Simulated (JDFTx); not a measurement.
An input for a modified build of JDFTx (CNO (SMILES N#C[O]), charge 0, multiplicity 2, linear PCM (GLSSA13), carbon tetrachloride, no salt; bohr, hartree) and the course of its log:

```
lattice \
  18.8972612463 0.0000000000 0.0000000000 \
  0.0000000000 14.6453774658 0.0000000000 \
  0.0000000000 0.0000000000 14.1729459347
coords-type Cartesian
ion O -2.2320402122 0.0043883718 0.0000000000 0
ion C -0.0358286570 -0.0043883718 -0.0000000000 0
ion N 2.2320402122 0.0042949490 -0.0000000000 0
ion-species pseudo/o_pbe_v1.2.upf
ion-species pseudo/c_pbe_v1.2.upf
ion-species pseudo/n_pbe_v1.2.upf
elec-cutoff 20 100
elec-ex-corr gga-PBE
symmetries none
elec-n-bands 8
spintype z-spin
elec-initial-magnetization 1 yes
electronic-scf nIterations 100 energyDiffThreshold 1e-8
fluid LinearPCM
pcm-variant GLSSA13
fluid-solvent CCl4
fluid-minimize nIterations 400 knormThreshold 1e-11
wavefunction read s0.wfns 11
dump-name s6.$VAR
dump End State Ecomponents EigStats BandEigs Forces ElecDensity IonicPositions FluidDebug
```

```
[one cycle in 5 is shown, and the last three; fluid-solver lines are left out]
SCF: Cycle:  0   Etot: -31.667827527765787   dEtot: +1.078e-06   |Residual|: 4.339e-03   |deigs|: 5.657e-06
SCF: Cycle:  5   Etot: -31.667867640677095   dEtot: +2.324e-07   |Residual|: 2.128e-03   |deigs|: 3.923e-05
SCF: Cycle: 10   Etot: -31.667871289201038   dEtot: -1.062e-06   |Residual|: 1.594e-03   |deigs|: 2.632e-06
SCF: Cycle: 15   Etot: -31.667874990457705   dEtot: -2.275e-06   |Residual|: 6.779e-04   |deigs|: 3.042e-05
SCF: Cycle: 20   Etot: -31.667876587815151   dEtot: +5.188e-07   |Residual|: 9.422e-04   |deigs|: 3.283e-05
SCF: Cycle: 25   Etot: -31.667875192063740   dEtot: -4.382e-07   |Residual|: 5.294e-04   |deigs|: 1.452e-05
SCF: Cycle: 30   Etot: -31.667879129988627   dEtot: -3.165e-06   |Residual|: 6.357e-04   |deigs|: 2.166e-05
SCF: Cycle: 35   Etot: -31.667878637285519   dEtot: -7.346e-07   |Residual|: 7.185e-04   |deigs|: 7.642e-06
SCF: Cycle: 40   Etot: -31.667879877294595   dEtot: -9.553e-07   |Residual|: 7.124e-04   |deigs|: 5.363e-06
SCF: Cycle: 45   Etot: -31.667886180844377   dEtot: +3.287e-07   |Residual|: 9.983e-04   |deigs|: 1.755e-06
SCF: Cycle: 50   Etot: -31.667886589865912   dEtot: -2.934e-07   |Residual|: 8.261e-04   |deigs|: 1.985e-06
SCF: Cycle: 55   Etot: -31.667881348873550   dEtot: +1.878e-07   |Residual|: 8.598e-04   |deigs|: 2.924e-06
SCF: Cycle: 60   Etot: -31.667889053606025   dEtot: -3.210e-06   |Residual|: 7.926e-04   |deigs|: 2.842e-05
SCF: Cycle: 65   Etot: -31.667889798084964   dEtot: -1.174e-06   |Residual|: 1.045e-03   |deigs|: 1.444e-05
SCF: Cycle: 70   Etot: -31.667886269318583   dEtot: -1.171e-08   |Residual|: 8.983e-04   |deigs|: 4.360e-05
SCF: Cycle: 75   Etot: -31.667888813747108   dEtot: -2.511e-06   |Residual|: 5.501e-04   |deigs|: 7.242e-06
SCF: Cycle: 80   Etot: -31.667891089714185   dEtot: +1.344e-08   |Residual|: 6.715e-04   |deigs|: 9.393e-06
SCF: Cycle: 85   Etot: -31.667887573991543   dEtot: -5.796e-06   |Residual|: 6.939e-04   |deigs|: 3.704e-05
SCF: Cycle: 90   Etot: -31.667891654874534   dEtot: +1.859e-06   |Residual|: 8.501e-04   |deigs|: 1.679e-05
SCF: Cycle: 95   Etot: -31.667888609978299   dEtot: -2.564e-07   |Residual|: 6.751e-04   |deigs|: 8.234e-06
SCF: Cycle: 97   Etot: -31.667894436034732   dEtot: -6.480e-06   |Residual|: 7.392e-04   |deigs|: 3.323e-05
SCF: Cycle: 98   Etot: -31.667894817550664   dEtot: -3.815e-07   |Residual|: 6.973e-04   |deigs|: 9.325e-06
SCF: Cycle: 99   Etot: -31.667897077395516   dEtot: -2.260e-06   |Residual|: 9.737e-04   |deigs|: 1.204e-05
SCF: None of the convergence criteria satisfied after 100 iterations.
IonicMinimize: Iter:   0  Etot: -31.667897077395516  |grad|_K:  0.000e+00
IonicMinimize: Converged (|grad|_K<1.000000e-04).
```

This run gave no converged result. The loop ran out of cycles short of its threshold. It has stalled and not diverged: the last ten energies span 9e-06 Ha, so the total is near its end, but levels, forces and the chemical potential aren't shown converged.
